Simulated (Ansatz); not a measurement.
SnCl$_{2}$:
```
SnCl2
1.0
    7.93849     0.00000     0.00000
    0.00000     4.30728     0.00000
    0.00000     0.00000     9.43959
Sn Cl
4 8
Cartesian
  6.11865   3.23046   5.34030
  1.81983   1.07682   4.09929
  5.78908   1.07682   0.62051
  2.14941   3.23046   8.81908
  4.14710   1.07682   8.02335
  3.79138   3.23046   1.41624
  7.76062   3.23046   3.30356
  0.17786   1.07682   6.13603
  1.14096   1.07682   0.74438
  6.79752   3.23046   8.69521
  2.82828   3.23046   5.46417
  5.11021   1.07682   3.97541
```

Relaxed with r²SCAN+D4. Special points in fractions of this cell's reciprocal vectors: Γ (0.000, 0.000, 0.000); X (0.500, 0.000, 0.000); S (0.500, 0.500, 0.000); Y (0.000, 0.500, 0.000); Z (0.000, 0.000, 0.500); U (0.500, 0.000, 0.500); R (0.500, 0.500, 0.500); T (0.000, 0.500, 0.500).

List the band energies nearest the valence-band maximum at these points for r²SCAN+D4 (plane waves, PAW; program Ansatz).

In eV from the valence-band maximum; about four levels below and three above (degenerate sets whole), none deeper than 8.9 eV; points with the same levels are listed once.

| k | below | above |
|---|---|---|
| Γ | -1.15 -0.36 -0.16 -0.16 | 3.61 3.80 3.99 |
| X | -0.54 -0.54 -0.12 -0.12 | 3.50 3.50 3.92 3.92 |
| S | -0.49 -0.49 -0.49 -0.49 | 4.33 4.33 4.33 4.33 |
| Y | -0.57 -0.57 -0.11 -0.11 | 4.51 4.51 4.56 4.56 |
| Z | -0.73 -0.73 -0.24 -0.24 | 3.67 3.67 4.10 4.10 |
| U | -0.37 -0.37 -0.26 -0.26 | 3.41 3.41 3.84 3.84 |
| R | -0.49 -0.49 -0.49 -0.49 | 4.32 4.32 4.32 4.32 |
| T | -0.35 -0.35 -0.32 -0.32 | 4.25 4.25 4.48 4.48 |

Space group Pnma. The workflow started from a Materials Project entry (that database holds measured and hypothetical structures alike); the Crystallography Open Database files this formula in space group No. 62, but the cells were not matched. Whether it is the stable phase at ambient conditions was not checked. The cell was relaxed with r²SCAN+D4 under the symmetry of its start; whether a distortion lowers the energy is not shown. Scalar-relativistic: spin–orbit coupling is off unless named, which matters more the heavier the elements.

Potentials: the later of the program's two PAW sets.
